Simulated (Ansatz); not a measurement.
# Convergence test, In$_{3}$Se

These are results of Ansatz, DFT PBE, scalar-relativistic, plane waves, PAW, not measurements.

```
In Se
1.0
     4.80376    0.00000    0.00000
     0.00000    4.80376    0.00000
     0.00000    0.00000    4.80376
In Se
3 1
Cartesian
  0.0000 2.4019 2.4019
  2.4019 0.0000 2.4019
  2.4019 2.4019 0.0000
  0.0000 0.0000 0.0000
```

- plane-wave cutoff: 420 eV
- occupation rule: Gaussian smearing, 0.1 eV
- spin treatment: unpolarised

The atoms stay fixed while the k-point mesh is varied. ΔE is the energy extrapolated to zero smearing, less that of the reference run (14×14×14). The cell isn't necessarily relaxed at this level. The meshes are Γ-centred. Pressure is positive in compression.

Times are rough; the reference took 21 s on 1 thread of Intel(R) Xeon(R) Platinum 8488C (Sapphire Rapids), on a shared host, peak memory 0.64 GiB.

```
    mesh  ΔE (meV/atom) P (GPa) irreducible points wall time (s)
   1×1×1              ?        ?                   ?              ?
   2×2×2            206     2.95                   4            1.9
   4×4×4           9.28    -0.14                  10            2.1
   6×6×6          -0.60    -0.28                  20            3.5
   8×8×8              ?        ?                   ?              ?
10×10×10          -0.29    -0.32                  56             15
12×12×12          -0.93    -0.31                  84             17
14×14×14           0.00    -0.31                 120             21
```

**Question.** Fill in the withheld rows.

**Answer.** The withheld rows:

```tsv
mesh	ΔE (meV/atom)	P (GPa)	irreducible points	wall time (s)
1×1×1	619	5.96	1	0.81
8×8×8	-0.26	-0.31	35	5.7
```